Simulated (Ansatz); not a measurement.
Stationary points along a deformation path in TaO$_{3}$

Theory: DFT PBEsol, scalar-relativistic, plane waves, PAW in Ansatz 0.2.0. The runs took a 420 eV cutoff, a Γ-centred 14×14×14 mesh and Gaussian smearing (0.15 eV). Spin–orbit coupling is left out, which matters for the heavy elements here. Collinear spins, started from moments 0.0, 0.2, 0.2, 0.2 μB in atom order; the magnetic state may not be the lowest. Energies are free energies at this smearing, counted from the undisturbed cell; pressure is positive in compression.

The starting cell (relaxed at this level; with this scan's settings it stands at 0.3 GPa; it needn't be the usual structure):

```
Ta O
1.0
     3.92325    0.00000    0.00000
     0.00000    3.92325    0.00000
     0.00000    0.00000    3.92325
Ta O
1 3
Direct
  0.50000 0.50000 0.50000
  0.00000 0.50000 0.50000
  0.50000 0.50000 0.00000
  0.50000 0.00000 0.50000
```

At fixed volume and fractional coordinates, lengths along (0.000, 0.000, 1.000) are scaled against those across it; ρ is that ratio over its starting value. V = 15.097 Å³/atom. Δσ is the stress along the axis less the mean stress across it (compression positive).

| ρ | ΔE (meV/atom) | Δσ (GPa) | space group |
| --- | --- | --- | --- |
| 0.707 | 2420.6 | 260.65 | P4/mmm |
| 0.850 | 434.0 | 93.60 | P4/mmm |
| 1.000 | 0.0 | 0.00 | Pm-3m |
| 1.200 | 376.5 | -61.74 | P4/mmm |
| 1.414 | 1265.4 | -112.07 | P4/mmm |

**Question.** How does the stress give the slope of the energy, and where is the energy stationary?

**Answer.** Along the path d ln(length) is 2/3 d ln ρ on the axis and −1/3 d ln ρ across it, so dE/d ln ρ = −(2/3) V Δσ: the energy falls with ρ where Δσ is positive. Δσ vanishes or changes sign at ρ = 1.000 (Pm-3m), a minimum at 0.0 meV/atom. Pairs of stationary points between two samples would go unseen, and could change a minimum read from distant neighbours into a maximum. At ρ = 1.000 the cell is cubic, where symmetry alone makes the stress isotropic and the slope zero.

No gap shows at this level, though a semilocal functional can close a small gap that the real compound has; without a gap these slopes depend on the k mesh and the smearing.

The moment changes along the path, so the curve joins different magnetic states.

Cost: 5 runs of about 3.8 core-minutes in all, on Oxide Virtual Turin-like Processor (Zen 5) (shared hosts).